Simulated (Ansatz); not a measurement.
Property card for CdSiN₂

CdSiN2:
```
CELL_PARAMETERS angstrom
      1.43905     0.83083     5.91111
     -1.43905     0.83083     5.91111
      0.00000    -1.66167     5.91111
ATOMIC_POSITIONS crystal
  Cd 0.50000 0.50000 0.50000
  Si 0.00000 0.00000 0.00000
  N  0.61422 0.61422 0.61422
  N  0.38578 0.38578 0.38578
```

Space group R-3m (No. 166); conventional cell a = b = 2.8781 Å, c = 17.7333 Å, α = β = 90.00°, γ = 120.00°.

Method: plane-wave PAW LDA (Ansatz code). Geometry: relaxed at this level of theory. Other levels are named where they apply.

### Cell and energy

```yaml
volume_per_atom: 10.60 Å³
density: 6.60 g/cm³
Formation energy from the elements (no fitted shifts): -0.43 eV/atom
```

### Electronic structure

```yaml
electronic_character: metallic (no gap)
Density of states at the Fermi level: 0.08 states/eV per atom (mean over ±0.08 eV)
```

### Mechanics

```yaml
Bulk modulus (Birch–Murnaghan fit): 200 GPa
Pressure derivative B′: 4.3
```

The start of the workflow was typed in or built on a structure type; neither database checked (COD, Materials Project) lists it. Its standing as an ambient phase is unchecked. The cell was relaxed with LDA under the symmetry of its start; its stability against distortions is not shown here. The volume moved by -46 % from the start of the relaxation. The references are the lowest solids computed at this level, not always the standard phases (solids in place of the gases). Spin–orbit coupling is left out wherever it is not named.

Potentials: the earlier of the program's two PAW sets. The files were generated under PBE; for other functionals the program regenerates the frozen cores, and for LDA and PBEsol the local potential too.
